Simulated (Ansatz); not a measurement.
**Property card for LaGa₂Ni**

LaGa2Ni:
```cif
data_Ga8La4Ni4
_chemical_formula_sum 'La4 Ga8 Ni4'
_space_group_name_H-M_alt 'Cmmm'
_space_group_IT_number 65
_space_group_name_Hall '-C 2 2'
_cell_length_a 4.23377
_cell_length_b 17.56048
_cell_length_c 4.24819
_cell_angle_alpha 90.000
_cell_angle_beta 90.000
_cell_angle_gamma 90.000
loop_
_atom_site_label
_atom_site_type_symbol
_atom_site_symmetry_multiplicity
_atom_site_Wyckoff_symbol
_atom_site_fract_x
_atom_site_fract_y
_atom_site_fract_z
_atom_site_occupancy
La1 La 4 i 0.00000 0.14131 0.00000 1
Ga1 Ga 2 b 0.00000 0.50000 0.00000 1
Ga2 Ga 2 d 0.50000 0.50000 0.50000 1
Ga3 Ga 4 j 0.50000 0.20932 0.50000 1
Ni1 Ni 4 j 0.50000 0.07112 0.50000 1
```
(The calculation used a cell of 8 atoms; values per cell refer to that cell.)

Space group Cmmm (No. 65); conventional cell a = 4.2338 Å, b = 17.5605 Å, c = 4.2482 Å, α = β = γ = 90.00°.

Method: r²SCAN (plane waves, PAW; program Ansatz). Geometry: relaxed at this level of theory. Other levels are named where they apply.

### Cell and energy

Volume per atom: 19.74 Å³
Density: 7.09 g/cm³
Formation energy from the elements (no fitted shifts): -65 kJ/mol of atoms

### Electronic structure

* **Electronic character**: metallic (no gap)
* **Density of states at the Fermi level**: 0.64 states/eV per atom (mean over ±0.08 eV)

The workflow started from a Materials Project entry (that database holds measured and hypothetical structures alike); the Crystallography Open Database copy checked does not list it. Whether it is the stable phase at ambient conditions was not checked. The r²SCAN relaxation kept the symmetry of its start; its stability against distortions is not shown here. No spin polarisation was allowed. Axis ratios of metals converge slowly with the k-mesh, so a and c are less sure than the volume. The references are the lowest solids computed at this level, not always the standard phases. Scalar-relativistic: spin–orbit coupling is off unless named, which matters more the heavier the elements.

Potentials: the later of the program's two PAW sets.
